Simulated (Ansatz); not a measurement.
CsLiCr2Te2S3: rattling a relaxed structure

The structure comes from a generated guess, relaxed at this level; another structure or a mixture of phases may lie lower.

Theory: DFT PBE, scalar-relativistic, plane waves, PAW in Ansatz 0.2.0. Plane waves to 420 eV, a k mesh through Γ of 6×10×4 on the computed 9-atom cell and Gaussian smearing (0.02 eV); collinear spin from starting moments 0.0 0.0 3.2 3.0 -0.1 0.0 0.0 -0.1 0.0 μB.

The cell below (9 atoms, space group Pm (No. 6)) is relaxed within its symmetry.

```yaml
crystal:
  lattice:
    - [7.05684, 0.00000, 0.00788]
    - [0.00000, 3.98059, 0.00000]
    - [-2.68302, 0.00000, 8.67869]
  atoms:
    - { symbol: Cs, position: [0.07739, 0.00000, 0.37706] }
    - { symbol: Li, position: [0.86424, 0.50000, 0.78883] }
    - { symbol: Cr, position: [0.12646, 0.00000, 0.94616] }
    - { symbol: Cr, position: [0.59290, 0.50000, 0.97165] }
    - { symbol: Te, position: [0.50838, 0.00000, 0.15270] }
    - { symbol: Te, position: [0.55612, 0.00000, 0.74893] }
    - { symbol: S, position: [0.87426, 0.00000, 0.68502] }
    - { symbol: S, position: [0.25176, 0.50000, 0.84401] }
    - { symbol: S, position: [0.96294, 0.50000, 0.05357] }
```

For the test it was strained at random (σ = 1.5 % a component), the atoms were moved at random (σ = 0.10 Å), and all was relaxed again on a coarse 4×2×2 mesh (in the run’s order of axes) with 0.10 eV smearing, with no symmetry imposed.

Spin–orbit coupling, which can matter for Te, is left out. No Hubbard U is applied to the 3d shell of Cr. The magnetic state reached may not be the lowest.

Task: Is the structure stable against such a distortion?

Result: It returns, within 1 meV/atom of the unmoved cell on that mesh and with the same symmetry when read at 0.1 Å. So it is stable against the distortions that fit this cell and that this random move excites. Modes that don't fit the cell aren't tested.
